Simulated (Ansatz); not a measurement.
The relaxed structure here is a generated cell of Nb: the first start was made by placing the elements on the sites of a structure type, and the end was not matched to a known phase here, so it may be hypothetical. Known forms of Nb include space group No. 229.

A relaxed cell of Nb (Pmmn (No. 59)), relaxed on a k-mesh at least as fine as the one used below. Level of theory: PBEsol (plane waves to 420 eV, PAW, scalar-relativistic; Ansatz, a quantum-chemistry and plane-wave program). Γ-centred k-mesh 7×4×12 on the run's cell (coarser than for final values), Fermi–Dirac smearing 0.05 eV.

```yaml
crystal:
  lattice:
    - [4.69777, 0.00000, 0.00000]
    - [0.00000, 8.25270, 0.00000]
    - [0.00000, 0.00000, 2.73635]
  atoms:
    - { symbol: Nb, position: [0.50000, 0.50000, 0.01340] }
    - { symbol: Nb, position: [0.00000, 0.00000, 0.98660] }
    - { symbol: Nb, position: [0.00000, 0.67105, 0.64317] }
    - { symbol: Nb, position: [0.50000, 0.17105, 0.35683] }
    - { symbol: Nb, position: [0.50000, 0.82895, 0.35683] }
    - { symbol: Nb, position: [0.00000, 0.32895, 0.64317] }
```

The atoms are displaced along an unstable phonon of this cell by (Å):

```json
[
 {"atom": "Nb1", "ux": "0.000", "uy": "-0.002", "uz": "0.000"},
 {"atom": "Nb2", "ux": "0.000", "uy": "-0.002", "uz": "0.000"},
 {"atom": "Nb3", "ux": "0.000", "uy": "0.001", "uz": "0.150"},
 {"atom": "Nb4", "ux": "0.000", "uy": "0.001", "uz": "-0.150"},
 {"atom": "Nb5", "ux": "0.000", "uy": "0.001", "uz": "0.150"},
 {"atom": "Nb6", "ux": "0.000", "uy": "0.001", "uz": "-0.150"}
]
```

Q: What forces (eV/Å) and pressure result?

A: 
```json
[
 {"atom": "Nb1", "Fx": "0.00", "Fy": "-0.01", "Fz": "0.00"},
 {"atom": "Nb2", "Fx": "0.00", "Fy": "-0.01", "Fz": "0.00"},
 {"atom": "Nb3", "Fx": "0.00", "Fy": "-0.11", "Fz": "0.07"},
 {"atom": "Nb4", "Fx": "0.00", "Fy": "-0.11", "Fz": "-0.07"},
 {"atom": "Nb5", "Fx": "0.00", "Fy": "0.12", "Fz": "0.10"},
 {"atom": "Nb6", "Fx": "0.00", "Fy": "0.12", "Fz": "-0.10"}
]
```

Pressure -0.2 GPa.

The undisplaced cell is probably no minimum: from this displacement the run went on to Pnnm (No. 58), 0.01 eV/atom below it.

No spin polarisation in the result.
